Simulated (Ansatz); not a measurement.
The elements of this relaxed trial crystal are hidden behind letters.

```
lattice vectors (Å)
   2.9712    1.7154    3.1691
  -2.9712    1.7154    3.1691
   0.0000   -3.4309    3.1691
fractional positions
X 0.5000 0.0000 0.0000
X 0.0000 0.5000 0.0000
X 0.0000 0.0000 0.5000
Z 0.6174 0.6174 0.6174
Z 0.3826 0.3826 0.3826
Q 0.0000 0.0000 0.0000
```

The calculation used DFT PBE, scalar-relativistic, plane waves, PAW in Ansatz. Plane waves to 420 eV, a 12×12×12 mesh through Γ for the 6-atom cell and 0.10 eV Gaussian smearing; no spin polarisation.

```
Space group                                 : R-3m (No. 166)
Conventional cell                           : a = 5.942 Å, c = 9.507 Å
Volume per atom                             : 16.15 Å³
Density                                     : 10.41 g/cm³
Formation energy                            : −0.84 eV/atom
Gap on the 12×12×12 mesh of the 6-atom cell : 0 eV (a metal)
```

Energies are uncorrected and count from the elements' standard states at the same level.

**Question.** X is a d-block element of period 6, Z is a p-block element of period 3 and Q is a p-block element of period 2. Which elements are they?

**Answer.** X = Hf, Z = Si, Q = O, so the formula is Hf3Si2O. Density times volume gives a mean mass of 10.41 × 16.15/1.6605 = 101.2 u per atom, and this set has 101.3 u. Around Hf lie 2 O at 2.34 Å, 2 Si at 2.68 Å and 4 Hf at 2.97 Å; Si has 1 Si at 2.23 Å and 3 Hf at 2.68 Å; around O lie 6 Hf at 2.34 Å. Other sets within the hints have nearly the same mass, so mass alone doesn't settle it; this one was computed.

Spin–orbit coupling, which can matter for Hf, is left out. Symmetry constrained the relaxation, so the result can be a saddle point. Another cell of Hf3Si2O relaxed alike, in P-3m1, lies 104 meV/atom lower, so this cell isn't the stable form at this level.
